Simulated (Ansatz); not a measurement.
Consider the following.

Te:
```cif
data_Te8
_chemical_formula_sum 'Te8'
_space_group_name_H-M_alt 'Fd-3m :1'
_space_group_IT_number 227
_space_group_name_Hall 'F 4d 2 3 -1d'
_cell_length_a 7.18293
_cell_length_b 7.18293
_cell_length_c 7.18293
_cell_angle_alpha 90.000
_cell_angle_beta 90.000
_cell_angle_gamma 90.000
loop_
_atom_site_label
_atom_site_type_symbol
_atom_site_symmetry_multiplicity
_atom_site_Wyckoff_symbol
_atom_site_fract_x
_atom_site_fract_y
_atom_site_fract_z
_atom_site_occupancy
Te1 Te 8 b 0.50000 0.50000 0.50000 1
```
(The calculation used a cell of 2 atoms; values per cell refer to that cell.)

This is the PBE-relaxed structure.

Question: All from PBE in the plane-wave PAW code Ansatz, unless another level is named. Predict the electronic character.

Answer: metallic (no gap).

Question: And the density of states at the Fermi level?

Answer: 1.1 states/eV per atom (mean over ±0.08 eV).

Question: Give the gap with spin–orbit coupling.

Answer: none (metallic).

The start of the workflow was typed in or built on a structure type; neither database checked (COD, Materials Project) lists it. It is not the phase usual at ambient conditions (space group No. 152). Symmetry was held in the PBE relaxation; its stability against distortions is not shown here. The volume moved by 16 % from the start of the relaxation. Spin–orbit coupling is left out wherever it is not named.

Potentials: the earlier of the program's two PAW sets.
